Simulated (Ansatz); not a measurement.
## Structure relaxation, Hf

The start is a relaxed Hf cell displaced along its unstable phonon at q = (½, 0, 0) of its primitive reciprocal cell (102i cm⁻¹), largest move 0.15 Å. Cell shape, volume and atoms are optimised at zero target pressure with r2SCAN (plane waves to 500 eV, PAW, scalar-relativistic; Ansatz, a first-principles code). The first steps use a coarse 13×13×13 k-mesh.

Initial structure:
```
CELL_PARAMETERS angstrom
     -3.53873     3.53873     3.53873
      1.76937    -1.76937     1.76937
      1.76937     1.76937    -1.76937
ATOMIC_POSITIONS crystal
  Hf 0.00000 0.97003 0.02997
  Hf 0.50000 0.02997 0.97003
```

| Item | Result |
|---|---|
| Energy released | 0.15 eV/atom |
| Volume change | +0.9 %, from 22.16 to 22.35 Å³/atom |
| Relative to the parent | It does not go back: it reaches P6₃/mmc (No. 194), hcp (Mg type), 0.21 eV/atom below the parent |
| Shortest distances (start → end) | The closest pairs of elements (up to four, under 3.6 Å), start → end: Hf–Hf 3.06 → 3.13 Å |
| Band gap at the end | no gap (metallic) |
| Optimiser moves | 9 |

Relaxed structure:

```cif
data_Hf2
_chemical_formula_sum 'Hf2'
_space_group_name_H-M_alt 'P63/mmc'
_space_group_IT_number 194
_space_group_name_Hall '-P 6c 2c'
_cell_length_a 3.19779
_cell_length_b 3.19779
_cell_length_c 5.04743
_cell_angle_alpha 90.000
_cell_angle_beta 90.000
_cell_angle_gamma 120.000
loop_
_atom_site_label
_atom_site_type_symbol
_atom_site_symmetry_multiplicity
_atom_site_Wyckoff_symbol
_atom_site_fract_x
_atom_site_fract_y
_atom_site_fract_z
_atom_site_occupancy
Hf1 Hf 2 d 0.66667 0.33333 0.25000 1
```

Final values are on a 17×17×9 k-mesh of the relaxed cell. No spin polarisation in the result.

The run could not lose the symmetry of its start.

Of the parent cell (Im-3m (No. 229)): This is a known allotrope of Hf, reached from a generated start. Known forms of Hf include space group No. 194.
